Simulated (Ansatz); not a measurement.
Input file for Ansatz (an electronic-structure program):

Ansatz 0.2 input:
```yaml
crystal:
  lattice:
    - [6.4364722157, 0.0, 0.0]
    - [-3.2182361079, 5.5741484496, 0.0]
    - [0.0, 0.0, 5.1766035525]
  atoms:
    - { symbol: Sc, position: [0.8313349535, 0.1686650465, 0.25] }
    - { symbol: Sc, position: [0.662669907, 0.8313349535, 0.75] }
    - { symbol: Sc, position: [0.8313349535, 0.662669907, 0.25] }
    - { symbol: Sc, position: [0.1686650465, 0.8313349535, 0.75] }
    - { symbol: Sc, position: [0.337330093, 0.1686650465, 0.25] }
    - { symbol: Sc, position: [0.1686650465, 0.337330093, 0.75] }
    - { symbol: In, position: [0.3333333333, 0.6666666667, 0.25] }
    - { symbol: In, position: [0.6666666667, 0.3333333333, 0.75] }
kpoints:
  mp_grid: { grid: [6, 6, 6] }
  band_path:
    path:
      - [[0.0, 0.0, 0.0], [0.5, 0.0, 0.0], [0.3333333333, 0.3333333333, 0.0], [0.0, 0.0, 0.0], [0.0, 0.0, 0.5], [0.5, 0.0, 0.5], [0.3333333333, 0.3333333333, 0.5], [0.0, 0.0, 0.5]]  # Γ-M-K-Γ-A-L-H-A
      - [[0.5, 0.0, 0.5], [0.5, 0.0, 0.0]]  # L-M
      - [[0.3333333333, 0.3333333333, 0.5], [0.3333333333, 0.3333333333, 0.0]]  # H-K
    npoints: 8
hamiltonian:
  xc: r2scan
  pseudopotentials: { kind: paw }
magnetization: { noncollinear: true, spin_orbit: true }
scf:
  n_extra_bands: 16
  convergence: { dr2_threshold: 0.0000000001 }
  occupations: { method: gaussian, width: 0.05 }
output: { eigenvalues: true }
```

Output (shortened):

```
Pseudopotential: Sc, paw_fr, valence charge 11
Pseudopotential: In, paw_fr, valence charge 13
Functional definition: r2SCAN
non-collinear run that drives no moment, with spin-orbit …
Crystal: 8 atoms, lattice volume = 185.725 Å³
Basis set: ecut = 500 eV, 4729 PW (Γ), exchange–correlation on 192×192×160 points (64 copies of the dense FFT grid, shifted against one another)
Bands: 108, of which v1, the nominal top of the filled ones, is band 92 counted from 1 (91 counted from 0)
Symmetry: 24 space group operations + 24 with time reversal
k-points: 28 of 216
Projection manifold: j_resolved (fully-relativistic pseudo-atomic orbitals)
SCF iter   1: F=—  HF=-24047.229830 eV  |F-HF|=—  |Δ(HF+E_count)|=         —  Δρ=3.18e-2  dr2=3.56e0  dr2_τ=7.55e-3  dr2_m=0.00e0 (ungated)  ethr=3.10e-3  |M|=0.00e0 ∫|m|=0.00e0 μB  |m|>n=0.0e0 m-floor=0.0e0 τ_xc=0.0e0  β_m=0.30  ⟨swp⟩=6.3  Hψ=7995  notcnv=0
preconditioner: auto → Kerker (q_TF=auto, 2.427 Å⁻¹)
spin=Noncollinear: Kerker preconditioning applied to the charge; magnetization (m_x, m_y, m_z) channels mix plain (no charge-response kernel on spin).
SCF iter   2: F=—  HF=-24047.129653 eV  |F-HF|=—  |Δ(HF+E_count)|=   1.00e-1  Δρ=2.35e-2  dr2=2.00e0  dr2_τ=3.03e-3  dr2_m=0.00e0 (ungated)  ethr=3.10e-3  |M|=0.00e0 ∫|m|=0.00e0 μB  |m|>n=0.0e0 m-floor=0.0e0 τ_xc=0.0e0  β_m=0.65  ⟨swp⟩=2.0  Hψ=1874  notcnv=0  defer=154
SCF iter   3: F=—  HF=-24046.725467 eV  |F-HF|=—  |Δ(HF+E_count)|=   4.04e-1  Δρ=5.77e-3  dr2=1.36e-1  dr2_τ=7.94e-4  dr2_m=0.00e0 (ungated)  ethr=2.18e-3  |M|=0.00e0 ∫|m|=0.00e0 μB  |m|>n=0.0e0 m-floor=0.0e0 τ_xc=0.0e0  β_m=0.77  ⟨swp⟩=2.1  Hψ=2200  notcnv=0  defer=154
SCF iter   4: F=—  HF=-24046.714138 eV  |F-HF|=—  |Δ(HF+E_count)|=   1.13e-2  Δρ=1.20e-3  dr2=9.40e-3  dr2_τ=7.70e-5  dr2_m=0.00e0 (ungated)  ethr=1.47e-4  |M|=0.00e0 ∫|m|=0.00e0 μB  |m|>n=0.0e0 m-floor=0.0e0 τ_xc=0.0e0  β_m=0.81  ⟨swp⟩=2.2  Hψ=2197  notcnv=0  defer=160
SCF iter   5: F=—  HF=-24046.712720 eV  |F-HF|=—  |Δ(HF+E_count)|=   1.42e-3  Δρ=5.54e-4  dr2=8.92e-4  dr2_τ=5.14e-6  dr2_m=0.00e0 (ungated)  ethr=1.02e-5  |M|=0.00e0 ∫|m|=0.00e0 μB  |m|>n=0.0e0 m-floor=0.0e0 τ_xc=0.0e0  β_m=0.91  ⟨swp⟩=2.0  Hψ=1724  notcnv=0  defer=160
SCF iter   6: F=—  HF=-24046.712688 eV  |F-HF|=—  |Δ(HF+E_count)|=   3.24e-5  Δρ=1.51e-4  dr2=4.29e-5  dr2_τ=2.07e-7  dr2_m=0.00e0 (ungated)  ethr=9.69e-7  |M|=0.00e0 ∫|m|=0.00e0 μB  |m|>n=0.0e0 m-floor=0.0e0 τ_xc=0.0e0  β_m=0.95  ⟨swp⟩=2.0  Hψ=1778  notcnv=0  defer=160
SCF iter   7: F=—  HF=-24046.712703 eV  |F-HF|=—  |Δ(HF+E_count)|=   1.46e-5  Δρ=3.53e-5  dr2=1.92e-6  dr2_τ=2.41e-8  dr2_m=0.00e0 (ungated)  ethr=4.66e-8  |M|=0.00e0 ∫|m|=0.00e0 μB  |m|>n=0.0e0 m-floor=0.0e0 τ_xc=0.0e0  β_m=0.98  ⟨swp⟩=2.0  Hψ=2066  notcnv=0  defer=160
SCF iter   8: F=—  HF=-24046.712791 eV  |F-HF|=—  |Δ(HF+E_count)|=   8.84e-5  Δρ=9.77e-6  dr2=2.05e-7  dr2_τ=1.55e-9  dr2_m=0.00e0 (ungated)  ethr=2.08e-9  |M|=0.00e0 ∫|m|=0.00e0 μB  |m|>n=0.0e0 m-floor=0.0e0 τ_xc=0.0e0  β_m=0.99  ⟨swp⟩=2.8  Hψ=2552  notcnv=0  defer=160
SCF iter  12: F=-24046.712791 eV  HF=-24046.712791 eV  |F-HF|=1.09e-11  |Δ(HF+E_count)|=  6.91e-11  Δρ=7.08e-8  dr2=1.12e-11  dr2_τ=1.33e-13  dr2_m=0.00e0 (ungated)  ethr=1.00e-12  |M|=0.00e0 ∫|m|=0.00e0 μB  |m|>n=0.0e0 m-floor=0.0e0 τ_xc=0.0e0  ⟨swp⟩=8.7  Hψ=4052  notcnv=0
SCF 1 converged in 12 iterations: F = -24046.712791 eV  dr2 = 1.12e-11
NSCF: frozen V_eff on 75 k-points
SCF converged after 12 iterations
Magnetization: |M| = 0.0000 μB,  M = (+0.0000, +0.0000, +0.0000) μB
Absolute magnetization: 0.0000 μB (∫|m|)
  site 0: m = (+0.0000, +0.0000, +0.0000) μB, |m| = 0.0000 μB  (R = 1.31 Å)
  site 1: m = (+0.0000, +0.0000, +0.0000) μB, |m| = 0.0000 μB  (R = 1.31 Å)
  site 2: m = (+0.0000, +0.0000, +0.0000) μB, |m| = 0.0000 μB  (R = 1.31 Å)
  site 3: m = (+0.0000, +0.0000, +0.0000) μB, |m| = 0.0000 μB  (R = 1.31 Å)
  site 4: m = (+0.0000, +0.0000, +0.0000) μB, |m| = 0.0000 μB  (R = 1.31 Å)
  site 5: m = (+0.0000, +0.0000, +0.0000) μB, |m| = 0.0000 μB  (R = 1.31 Å)
  site 6: m = (+0.0000, +0.0000, +0.0000) μB, |m| = 0.0000 μB  (R = 1.31 Å)
  site 7: m = (+0.0000, +0.0000, +0.0000) μB, |m| = 0.0000 μB  (R = 1.31 Å)
Free energy (F): -24046.712791 eV
Harris-Foulkes:  -24046.712791 eV  (|F-HF|=1.09e-11)
Internal energy: -24046.689583 eV  (E = F + TS)
E sigma→0 (E₀):  -24046.701187 eV
Entropy (-TS):   -0.023208 eV (-2.901 meV/atom)
Fermi energy:    10.593636 eV
--- Per-component energies (eV) ---
  E_band       = -1055.835188
  E_kinetic    = 2051.986188
  E_local      = -6937.492424  (includes V_loc(G=0)·N_el)
  E_nonlocal   = 1224.034201
  E_hartree    = 2477.261525
  E_xc         = -1005.328625
  E_vxc        = -1066.957900  (∫ρ·V_xc dr)
  E_paw        = -14128.781381  (= ΣΔE_a)
  E_vpaw       = -1353.288815  (= ΣTr[D̂ρ^β])
  E_aug_tail   = 0.000046  (compensation charges beyond the density's cutoff)
  E_vtau       = 71.360469  (kinetic-family band-sum trace: ∫τ·v_τ [+ j·A + Jᵃ·Aᵃ] dr)
  E_ewald      = -7728.887974
  E_core_change = 0.518860  (= ΣΔE_core)
  E_smearing   = -0.023208  (= −TS)
  E_closure    =  0.000000  (closes the sum)
  Σ components = -24046.712791   (vs F -24046.712791, Δ=0.00e0)
  [band-id]    e_kinetic+e_local+e_nonlocal+2·e_hartree+e_vxc+e_vpaw+e_augmentation_tail+e_vtau = -1055.835185   (vs E_band -1055.835188, Δ=3.01e-6)
--- Band table (eV; the first three rows and the last of 28) ---
  k-point 0: bands = ["-41.3059", "-41.3059", "-41.2561", "-41.2561", "-41.2561", "-41.2561", "-41.2540", "-41.2540", "-41.2310", "-41.2310", "-41.2310", "-41.2310", "-19.3099", "-19.3099", "-19.3089", "-19.3089", "-19.3063", "-19.3063", "-19.2857", …
  k-point 1: bands = ["-41.3025", "-41.3025", "-41.2575", "-41.2575", "-41.2544", "-41.2544", "-41.2544", "-41.2544", "-41.2327", "-41.2327", "-41.2327", "-41.2327", "-19.3119", "-19.3119", "-19.3098", "-19.3098", "-19.2944", "-19.2944", "-19.2881", …
  k-point 2: bands = ["-41.2930", "-41.2930", "-41.2670", "-41.2670", "-41.2498", "-41.2498", "-41.2498", "-41.2498", "-41.2373", "-41.2373", "-41.2373", "-41.2373", "-19.3128", "-19.3128", "-19.3081", "-19.3081", "-19.2944", "-19.2944", "-19.2907", …
  k-point 27: bands = ["-41.2644", "-41.2644", "-41.2644", "-41.2644", "-41.2592", "-41.2592", "-41.2592", "-41.2592", "-41.2435", "-41.2435", "-41.2435", "-41.2435", "-19.2946", "-19.2946", "-19.2847", "-19.2847", "-19.2639", "-19.2639", "-19.2628", …
```

Cost: around 10 core-minutes (rough) on shared cores.

Space group P6_3/mmc. The workflow started from an entry of the Crystallography Open Database (COD). Its standing as an ambient phase is unchecked. Symmetry was held in the r²SCAN relaxation; its stability against distortions is not shown here. No spin polarisation was allowed.

Potentials: the later of the program's two PAW sets.

Ansatz is a plane-wave DFT program.
